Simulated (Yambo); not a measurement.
```
CELL_PARAMETERS angstrom
     -2.58419     2.58419     5.17384
      2.58419    -2.58419     5.17384
      2.58419     2.58419    -5.17384
ATOMIC_POSITIONS crystal
  Si 0.25000 0.75000 0.50000
  Si 0.75000 0.25000 0.50000
  Si 0.50000 0.50000 0.00000
  P  0.63987 0.63987 0.51700
  P  0.36013 0.87713 0.00000
  P  0.12287 0.12287 0.48300
  P  0.87713 0.36013 0.00000
  Ni 0.00000 0.00000 0.00000
```

NiSi₃P₄ (space group I-42m, No. 121): mean Im ε in 1 eV windows above the direct gap of 0.76 eV, for different electron-hole kernels (Yambo, broadening 0.15 eV, PBEsol (pw.x of Quantum ESPRESSO, ONCV potentials, scalar-relativistic) bands; 6×6×6 mesh, 7 valence and 9 conduction bands, static screening with 75 bands and a 3 Ry block, scissor 0.27 eV, Tamm-Dancoff; field along x).

```
window (eV)  independent quasiparticles  BSE
-----------  --------------------------  ---
0.8 to 1.8                          4.7  6.2
1.8 to 2.8                           15   19
2.8 to 3.8                           17   16
```

This run doesn't resolve bound excitons or single peaks, so only averages are given, and they too depend on the mesh; weight that the attraction moves below the gap isn't listed. All transitions below 4.02 eV are in the band window. The scissor comes from a G0W0 run whose convergence isn't established.

Geometry of the Materials Project entry, not relaxed at this level.

The runs are not spin-polarised; magnetic order was not tried.
